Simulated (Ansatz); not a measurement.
## Kick test of a cell of Hf₃TiO₃

The structure comes from a generated guess, relaxed at this level; another structure or a mixture of phases may lie lower.

The calculation used DFT PBE, scalar-relativistic, plane waves, PAW in Ansatz 0.2.0. Plane waves to 420 eV, a k mesh through Γ of 8×8×6 on the computed 7-atom cell and Gaussian smearing (0.10 eV); no spin polarisation.

The cell below (7 atoms, space group P4mm (No. 99)) is relaxed within its symmetry.

```yaml
crystal:
  lattice:
    - [4.27256, 0.00000, 0.00000]
    - [0.00000, 4.27256, 0.00000]
    - [0.00000, 0.00000, 5.16566]
  atoms:
    - { symbol: Hf, position: [0.50000, 0.00000, 0.40541] }
    - { symbol: Hf, position: [0.00000, 0.50000, 0.40541] }
    - { symbol: Hf, position: [0.50000, 0.50000, 0.95202] }
    - { symbol: Ti, position: [0.00000, 0.00000, 0.94327] }
    - { symbol: O, position: [0.00000, 0.00000, 0.53227] }
    - { symbol: O, position: [0.50000, 0.00000, 0.83649] }
    - { symbol: O, position: [0.00000, 0.50000, 0.83649] }
```

For the test it was strained at random (σ = 1.5 % a component), the atoms were moved at random (σ = 0.15 Å), and all was relaxed again on a coarse 6×6×4 mesh (in the run’s order of axes) with 0.20 eV smearing, with no symmetry imposed.

Spin–orbit coupling, which can matter for Hf, is left out.

Task: What happens?

Result: It returns, within 1 meV/atom of the unmoved cell on that mesh and with the same symmetry when read at 0.1 Å. No instability shows in this cell; modes of other wave vectors, which need another repeat, aren't tested.
